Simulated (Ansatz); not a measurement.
KCdF3: a vibration from a frozen displacement

Method: DFT PBEsol, scalar-relativistic, plane waves, PAW (Ansatz 0.2.0). Cutoff 420 eV, Γ-centred 6×6×6 k-points, Gaussian smearing of 0.05 eV. No spin polarisation. Energies are free energies at this smearing, counted from the undisturbed cell; pressure is positive in compression.

The undisturbed cell (as given, not relaxed at this level; it stands at 0.1 GPa, and it needn't be the usual structure):

```xyz
5
Lattice="4.3821 0.0000 0.0000 0.0000 4.3821 0.0000 0.0000 0.0000 4.3821" Properties=species:S:1:pos:R:3 pbc="T T T"
K     0.0000    0.0000    0.0000
Cd    2.1910    2.1910    2.1910
F     0.0000    2.1910    2.1910
F     2.1910    0.0000    2.1910
F     2.1910    2.1910    0.0000
```

Every Cd atom is moved by x along the Cartesian unit vector (-1.000, 0.000, 0.000); the cell and all other atoms stay fixed. The cell's volume is 84.15 Å³; the moved atoms weigh 112.414 u together and the others 96.094 u. Some rows repeat others by symmetry and weren't run.

```csv
x (Å),ΔE (meV/cell),total force on the moved atoms along the move (eV/Å),pressure (GPa)
-0.2000,215.58,2.3882,1.6021
-0.1750,160.90,1.9931,1.2428
-0.1500,115.59,1.6375,0.9385
-0.1250,78.74,1.3152,0.6861
-0.1000,49.60,1.0201,0.4831
-0.0750,27.55,0.7465,0.3273
-0.0500,12.13,0.4889,0.2171
-0.0250,3.02,0.2418,0.1513
0.0000,0.00,0.0000,0.1295
0.0250,3.02,-0.2418,0.1513
0.0500,12.13,-0.4889,0.2171
0.0750,27.55,-0.7465,0.3273
0.1000,49.60,-1.0201,0.4831
0.1250,78.74,-1.3152,0.6861
0.1500,115.59,-1.6375,0.9385
0.1750,160.90,-1.9931,1.2428
0.2000,215.58,-2.3882,1.6021
```

Task: What frequency belongs to this motion?

Result: The force constant is k = −dF/dx = 9.672 eV/Å², from the parabola through x = -0.0250, 0 and 0.0250. In every cell the moved atoms swing against the rest, so the mass is μ = m₁m₂/(m₁ + m₂) = 51.808 u, and ν̃ = 521.5 cm⁻¹ × √(|k|/μ) = 225 cm⁻¹. The pattern needn't be a normal mode: ν̃² is then a weighted mean of the squared nonzero frequencies at the zone centre of this cell, taken without macroscopic field, so it lies between the lowest and the highest of them.

Task: How far does the harmonic law reach?

Result: At x = -0.200 Å, kx²/2 = 193.44 meV against the computed 215.58 meV (+11.4 %): the well stiffens in this direction at large amplitude.

Task: The pressure changes with x². What does that say about the frequency under compression?

Result: With E = k(V)x²/2, k ∝ V^(−2γ) and x scaling with the cell as V^(1/3), P − P0 = −∂E/∂V = (2γ − 2/3) ΔE/V. At x = 0.0500 Å, V(P − P0) = 84.15 × 0.08762 / 160.2 eV = 46.02 meV and ΔE = 12.13 meV, so γ = 1/3 + V(P − P0)/(2ΔE) = 2.23. This is the Grüneisen parameter of the motion under uniform scaling of the cell: shrinking the cell evenly by 1 % in volume raises the frequency by about 2.23 %.

Many cubic perovskites lower their energy by tilts or polar distortions; a scan of this one displacement doesn't rule them out.